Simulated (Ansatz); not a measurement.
Single point in Ansatz 0.2.0 with PBEsol, no spin polarisation. Cutoff 420 eV, PAW datasets, 9×9×5 Γ-centred k mesh, fermi-dirac filling (width 0.1 eV).

Computed maps in the lattice plane spanned by b (left to right, 4.56 Å, 14 points from zero) and c (bottom to top, 7.67 Å, 23 points from zero), 90° apart, at height 0.333 along a. The fields are smooth PAW ones with compensation charges, not the true ones near nuclei.

Valence density. Digits on a logarithmic scale: 0 up to 0.03 e/Å³, each further digit a factor of 1.6, 9 from 1.3 e/Å³ up:
```
23333222222222
23333222222222
33333333333333
34444333333333
44554444455444
45554445677654
44444456999865
43333458999975
33233457999975
32223356999864
32223345677654
33333334555543
33333334555443
34443345777654
44444457999875
44444468999986
43334579999986
43333479999986
33333458999875
33333346788754
23333334555433
23333223333332
23333222222222
```

The cell is CaLa2Zn2. Which atoms lie within 0.2 Å of this plane, and where (fractions of b and c)?

Zn at (0.67, 0.63), La at (0.67, 0.26). The whole cell:
```
Zn Ca La
1.0
     4.56449    0.00000    0.00000
    -2.28224    3.95296    0.00000
     0.00000    0.00000    7.67155
Zn Ca La
2 1 2
Direct
  0.33330 0.66670 0.63070
  0.66670 0.33330 0.36930
  0.00000 0.00000 0.00000
  0.33330 0.66670 0.25710
  0.66670 0.33330 0.74290
```

Origin: a known structure type with other elements, at an estimated volume, so it need not be a known compound. Caveats: many states at the Fermi level without spin polarisation, so a magnetic state may lie lower; f levels without a U or exact exchange are poorly placed.
